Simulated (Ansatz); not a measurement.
The relaxed structure here is a generated cell of TaRu: the first start was made by placing the elements on the sites of a structure type, and the end was not matched to a known phase here, so it may be hypothetical.

A relaxed structure of TaRu. The numbers are results of PBE (plane waves to 420 eV, PAW, scalar-relativistic; Ansatz, an electronic-structure program), not measurements.

```xyz
2
Lattice="0.0000 2.6040 2.6040 2.6040 0.0000 2.6040 2.6040 2.6040 0.0000" Properties=species:S:1:pos:R:3 pbc="T T T"
Ru     0.0000     0.0000     0.0000
Ta     2.6040     2.6040     2.6040
```

Task: Determine the symmetry and give the standard cell with its independent sites.

Result: Space group Fm-3m (No. 225); a = 5.208 Å, b = 5.208 Å, c = 5.208 Å, α = 90.00°, β = 90.00°, γ = 90.00°

```tsv
atom	site	symmetry	x	y	z
Ru	4a	m-3m	0.0000	0.0000	0.0000
Ta	4b	m-3m	0.5000	0.5000	0.5000
```

This is the rock salt type.

Task: Give the shortest distances between elements (the closest pairs, up to four, under 3.6 Å).

Result: Ru–Ta 2.60 Å.

The volume per atom comes out as 17.66 Å³ and the band gap is no gap (metallic).

No spin polarisation in the result.

The run could not lose the symmetry of its start: the end is stationary, and may be a saddle point rather than a minimum.

All atoms sit on sites fixed by symmetry, so only the cell could relax.
